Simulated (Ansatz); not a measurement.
Relaxation of a relaxed Si cell, doubled along one cell vector, shaken by Gaussian noise of σ = 0.08 Å a coordinate; 8 atoms in the cell, which starts as P1 (No. 1), aP8; a = 3.885 Å, b = 3.885 Å, c = 15.594 Å, α = 90.00°, β = 90.00°, γ = 120.00°. Computed with r2SCAN (plane waves to 500 eV, PAW, scalar-relativistic; Ansatz, a first-principles code). Γ-centred k-mesh 7×7×2 on the run's cell (coarser than for final values), Fermi–Dirac smearing 0.05 eV. This is the first round of the run. 

The optimiser's lines from the output (shortened; P is positive under compression):

```
relax step   1: F+E_penalty+E_count = -5105.45274663 eV  Δ(F+E_penalty+E_count) = +0.000e0 eV  max|allowed force component| = 5.235e0 eV/Å  Δτ_max = 0.0000 Å  P = +2.674 GPa  Ω = 203.844 Å³  (10 SCF iters, dr2 threshold 1.00e-7 eV, accepted)
relax step   2: F+E_penalty+E_count = -5107.06187845 eV  Δ(F+E_penalty+E_count) = -1.609e0 eV  max|allowed force component| = 5.311e-1 eV/Å  Δτ_max = 0.1929 Å  P = -0.632 GPa  Ω = 205.511 Å³  (9 SCF iters, dr2 threshold 8.00e-7 eV, accepted)
relax step   3: F+E_penalty+E_count = -5107.22652437 eV  Δ(F+E_penalty+E_count) = -1.646e-1 eV  max|allowed force component| = 4.717e-1 eV/Å  Δτ_max = 0.2000 Å  P = +0.206 GPa  Ω = 202.553 Å³  (9 SCF iters, dr2 threshold 8.00e-7 eV, accepted)
relax step   4: F+E_penalty+E_count = -5107.49284355 eV  Δ(F+E_penalty+E_count) = -2.663e-1 eV  max|allowed force component| = 7.370e-1 eV/Å  Δτ_max = 0.1935 Å  P = +0.853 GPa  Ω = 199.175 Å³  (8 SCF iters, dr2 threshold 8.00e-7 eV, accepted)
relax step   5: F+E_penalty+E_count = -5107.61014093 eV  Δ(F+E_penalty+E_count) = -1.173e-1 eV  max|allowed force component| = 5.129e-1 eV/Å  Δτ_max = 0.1999 Å  P = +1.701 GPa  Ω = 195.673 Å³  (9 SCF iters, dr2 threshold 8.00e-7 eV, accepted)
relax step   6: F+E_penalty+E_count = -5107.79490912 eV  Δ(F+E_penalty+E_count) = -1.848e-1 eV  max|allowed force component| = 3.415e-1 eV/Å  Δτ_max = 0.2000 Å  P = +0.219 GPa  Ω = 192.028 Å³  (8 SCF iters, dr2 threshold 8.00e-7 eV, accepted)
relax step   7: F+E_penalty+E_count = -5108.07406015 eV  Δ(F+E_penalty+E_count) = -2.792e-1 eV  max|allowed force component| = 7.313e-1 eV/Å  Δτ_max = 0.1948 Å  P = -1.646 GPa  Ω = 186.391 Å³  (8 SCF iters, dr2 threshold 8.00e-7 eV, accepted)
relax step   8: F+E_penalty+E_count = -5108.75206974 eV  Δ(F+E_penalty+E_count) = -6.780e-1 eV  max|allowed force component| = 1.348e0 eV/Å  Δτ_max = 0.1802 Å  P = -2.518 GPa  Ω = 176.047 Å³  (7 SCF iters, dr2 threshold 8.00e-7 eV, accepted)
relax step   9: F+E_penalty+E_count = -5109.56446151 eV  Δ(F+E_penalty+E_count) = -8.124e-1 eV  max|allowed force component| = 1.197e0 eV/Å  Δτ_max = 0.1470 Å  P = -2.153 GPa  Ω = 165.635 Å³  (7 SCF iters, dr2 threshold 8.00e-7 eV, accepted)
relax step  10: F+E_penalty+E_count = -5110.41969821 eV  Δ(F+E_penalty+E_count) = -8.552e-1 eV  max|allowed force component| = 1.351e0 eV/Å  Δτ_max = 0.1535 Å  P = +0.739 GPa  Ω = 155.755 Å³  (7 SCF iters, dr2 threshold 8.00e-7 eV, accepted)
relax step  11: F+E_penalty+E_count = -5111.51796611 eV  Δ(F+E_penalty+E_count) = -1.098e0 eV  max|allowed force component| = 1.137e0 eV/Å  Δτ_max = 0.2000 Å  P = +3.687 GPa  Ω = 152.883 Å³  (8 SCF iters, dr2 threshold 8.00e-7 eV, accepted)
relax step  12: F+E_penalty+E_count = -5112.24109694 eV  Δ(F+E_penalty+E_count) = -7.231e-1 eV  max|allowed force component| = 6.953e-1 eV/Å  Δτ_max = 0.1923 Å  P = +2.851 GPa  Ω = 156.216 Å³  (6 SCF iters, dr2 threshold 8.00e-7 eV, accepted)
relax step  13: F+E_penalty+E_count = -5112.50821211 eV  Δ(F+E_penalty+E_count) = -2.671e-1 eV  max|allowed force component| = 5.972e-2 eV/Å  Δτ_max = 0.1764 Å  P = +1.114 GPa  Ω = 159.570 Å³  (6 SCF iters, dr2 threshold 8.00e-7 eV, accepted)
relax step  14: F+E_penalty+E_count = -5112.51641125 eV  Δ(F+E_penalty+E_count) = -8.199e-3 eV  max|allowed force component| = 4.339e-3 eV/Å  Δτ_max = 0.0128 Å  P = +0.133 GPa  Ω = 161.152 Å³  (5 SCF iters, dr2 threshold 8.00e-7 eV, accepted)
relax step  15: F+E_penalty+E_count = -5112.51647932 eV  Δ(F+E_penalty+E_count) = -6.807e-5 eV  max|allowed force component| = 2.635e-4 eV/Å  Δτ_max = 0.0010 Å  P = +0.003 GPa  Ω = 161.366 Å³  (4 SCF iters, dr2 threshold 5.61e-8 eV, accepted)
relax step  16: F+E_penalty+E_count = -5112.51423714 eV  Δ(F+E_penalty+E_count) = +2.242e-3 eV  max|allowed force component| = 6.119e-4 eV/Å  Δτ_max = 0.0000 Å  P = -0.005 GPa  Ω = 161.366 Å³  stress off target by 1.11e-2 GPa  SCF on the basis re-selected at this cell (its energy is not comparable with the rows above)  (6 SCF iters)
```

From the first to the last row the energy changes by -0.88 eV/atom and the volume by -20.8 %. The last row is marked as not comparable with the walk above it, whose basis was carried along; it does compare with step 1, since both stand on a basis selected at the nominal cutoff for their own cell.

Later rounds, restarted from the end of this one on a renewed k-mesh, logged 2 more steps and released under 0.01 eV/atom more. The final structure after all rounds: Fd-3m, origin choice 1 (No. 227), cF8, diamond type; a = b = c = 5.4442 Å, α = β = γ = 90.00°. Between re-selections the logged energies stand on a plane-wave basis carried along with the cell. No spin polarisation in the result.

Of the parent cell (P6₃/mmc (No. 194)): it is a generated cell of Si: the first start was made by placing the elements on the sites of a structure type, and the end was not matched to a known phase here, so it may be hypothetical. Known forms of Si include space group No. 227.
